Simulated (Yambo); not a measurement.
```
Zn2P2O7
1.0
    3.32626    -4.19431     0.00000
    3.32626     4.19431     0.00000
   -1.16029     0.00000     4.40835
O P Zn
7 2 2
Direct
  0.62606   0.93020   0.27708
  0.37394   0.06980   0.72292
  0.06980   0.37394   0.72292
  0.93020   0.62606   0.27708
  0.38011   0.38011   0.21278
  0.61989   0.61989   0.78722
  0.00000   0.00000   0.00000
  0.78545   0.78545   0.09292
  0.21455   0.21455   0.90708
  0.30934   0.69066   0.50000
  0.69066   0.30934   0.50000
```

Zn2P2O7 (space group C2/m, No. 12): mean Im ε in 1 eV windows above the direct gap of 6.68 eV, for different electron-hole kernels (Yambo, broadening 0.15 eV, LDA (Quantum ESPRESSO, PseudoDojo norm-conserving, 84 Ry, without SOC) bands; 4×4×4 mesh, 23 valence and 6 conduction bands, static screening with 91 bands and a 3 Ry block, scissor 2.60 eV, Tamm-Dancoff; field along x).

```json
[
 {"window (eV)": "6.7 to 7.7", "independent quasiparticles": "0.2", "BSE": "2.3"},
 {"window (eV)": "7.7 to 8.7", "independent quasiparticles": "0.8", "BSE": "3.3"},
 {"window (eV)": "8.7 to 9.7", "independent quasiparticles": "2.0", "BSE": "3.4"},
 {"window (eV)": "9.7 to 10.7", "independent quasiparticles": "2.3", "BSE": "3.1"}
]
```

This run doesn't resolve bound excitons or single peaks, so only averages are given, and they too depend on the mesh; weight that the attraction moves below the gap isn't listed. All transitions below 11.28 eV are in the band window. The scissor comes from a G0W0 run whose convergence isn't established.

Geometry of the Materials Project entry, not relaxed at this level.

The structure is a Materials Project entry; no match was found in the copy of COD used, and its stability was not checked.

With a shallow 3d shell G0W0 needs far more bands and larger blocks than here, so the scissor is uncertain by tenths of an eV or more.
